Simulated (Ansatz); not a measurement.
SnO₂ (I4_1/amd), clamped-ion strain scan

These are results of DFT LDA, scalar-relativistic, plane waves, PAW in Ansatz 0.2.0, not measurements. The runs took a 420 eV cutoff, a Γ-centred 10×10×10 mesh and Gaussian smearing (0.05 eV). No spin polarisation. Energies are free energies at this smearing, counted from the undisturbed cell; pressure is positive in compression.

Zero of the scan (relaxed at this level; this form isn't the usual structure):

```
Sn O
1.0
    -1.98611    1.98611    5.09017
     1.98611   -1.98611    5.09017
     1.98611    1.98611   -5.09017
Sn O
2 4
Direct
  0.75000 0.25000 0.50000
  0.00000 0.00000 0.00000
  0.79700 0.79700 0.00000
  0.95300 0.45300 0.50000
  0.20300 0.20300 0.00000
  0.54700 0.04700 0.50000
```

The cell is strained by ε times the Voigt pattern (0, 0, 1, 0, 0, 0) (xx, yy, zz, yz, xz, xy; engineering shear) with fractional coordinates fixed.

```
      ε  ΔE (meV/atom) stress summed along the pattern (GPa, tension positive) pressure (GPa) gap on the mesh (eV)
-0.0200            6.9                                                    -8.60             4.6                  2.02
-0.0150              ?                                                    -6.27             3.4                     ?
-0.0100            1.7                                                    -4.05               ?                     ?
-0.0050            0.4                                                    -1.96             1.1                  1.81
 0.0000            0.0                                                     0.01             0.0                  1.73
 0.0050            0.4                                                     1.87            -1.0                  1.66
 0.0100              ?                                                        ?            -2.0                  1.59
 0.0150            3.4                                                     5.29            -3.0                  1.52
 0.0175            4.6                                                     6.08            -3.4                  1.48
 0.0200            5.9                                                     6.85            -3.9                  1.44
```

Question: Give the withheld values.

Answer: ΔE (meV/atom) at ε = -0.0150: 3.8; gap on the mesh (eV) at ε = -0.0150: 1.95; pressure (GPa) at ε = -0.0100: 2.2; gap on the mesh (eV) at ε = -0.0100: 1.88; ΔE (meV/atom) at ε = 0.0100: 1.6; stress summed along the pattern (GPa, tension positive) at ε = 0.0100: 3.63.